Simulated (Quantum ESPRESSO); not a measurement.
Parts of the isotropic shielding in LiH, by PBE GIPAW (a modified build of Quantum ESPRESSO, JTH PAW datasets), 30 Ha, k-mesh 11×11×11 shifted:

```
LiH
1.0
    0.00000     2.00862     2.00862
    2.00862     0.00000     2.00862
    2.00862     2.00862     0.00000
Li H
1 1
Direct
  0.00000   0.00000   0.00000
  0.50000   0.50000   0.50000
```
Geometry: a computed entry of the Materials Project; it was not checked against measured cells. It is LiH in Fm-3m. Stability against distortions was not tested.

The core term is that of the free atom's frozen core; the paramagnetic column sums the reconstruction terms. These are absolute shieldings with no macroscopic susceptibility term; δ = σ_ref − σ needs a reference computed alike. By our sweeps, such settings leave a few ppm in absolute σ. The structure is static (0 K, no zero-point motion).

```json
[
 {"site": "Li (atom 1)", "core": "0.0", "bare (smooth current)": "17.3", "diamagnetic correction": "69.4", "paramagnetic corrections": "(withheld)", "σ_iso (ppm)": "(withheld)"}
]
```

Some entries are withheld; supply them.


- Li (atom 1), paramagnetic corrections: -1.8
- Li (atom 1), σ_iso (ppm): 84.9
